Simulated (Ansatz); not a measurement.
The calculation used DFT PBE, scalar-relativistic, plane waves, PAW (Ansatz). Settings: cutoff 420 eV, Γ-centred meshes spaced at most about 0.3 Å⁻¹, and about 0.25 Å⁻¹ or finer for metals (2π included), Gaussian smearing. No spin polarisation in the final relaxations.

Each of these unrelaxed guesses is relaxed in cell and atoms within its symmetry. A guess keeps its type if space group and coordination stay and the shape of the cell changes little (axis ratios within about 15 %, angles within 6°); the volume may change.

1. Mg2O

```
CELL_PARAMETERS angstrom
2.03675 0.00000 0.00000
0.00000 3.42524 0.00000
0.00000 0.00000 4.15316
ATOMIC_POSITIONS crystal
Mg 0.00000 0.00000 0.74415
Mg 0.00000 0.50000 0.00000
O 0.00000 0.00000 0.25585
```

2. Ta4N

```
CELL_PARAMETERS angstrom
4.56104 0.00000 0.00000
0.00000 4.56104 0.00000
0.00000 0.00000 4.56104
ATOMIC_POSITIONS crystal
Ta 0.24378 0.75622 0.75622
Ta 0.75622 0.24378 0.75622
Ta 0.75622 0.75622 0.24378
Ta 0.24378 0.24378 0.24378
N 0.00000 0.00000 0.00000
```

Q: Which keep their type?

A: Guess 2 keeps its type.

```tsv
guess	kept	start group	end group	V start (Å³/atom)	V end	b/a and c/a, end over start	nearest neighbours start	nearest neighbours end
1	no	Pmm2	Pmm2	9.7	21.6	0.67, 0.84	Mg 6, O 6	Mg 1/2, O 3
2	yes	P-43m	P-43m	19.0	17.1	1.00, 1.00	N 4, Ta 1	N 4, Ta 1
```

Neighbours count within 15 % of an atom's shortest distance; end groups are read at 0.02 Å (0.05 Å in metals).

No dispersion correction is applied, so the spacing and binding between layers, chains or molecules are poorly described (Mg2O Pmm2). Spin–orbit coupling, which can matter for Ta, is left out. Cells relaxed within their symmetry can be saddle points.

In counts of neighbours, a slash parts the counts of unlike sites.
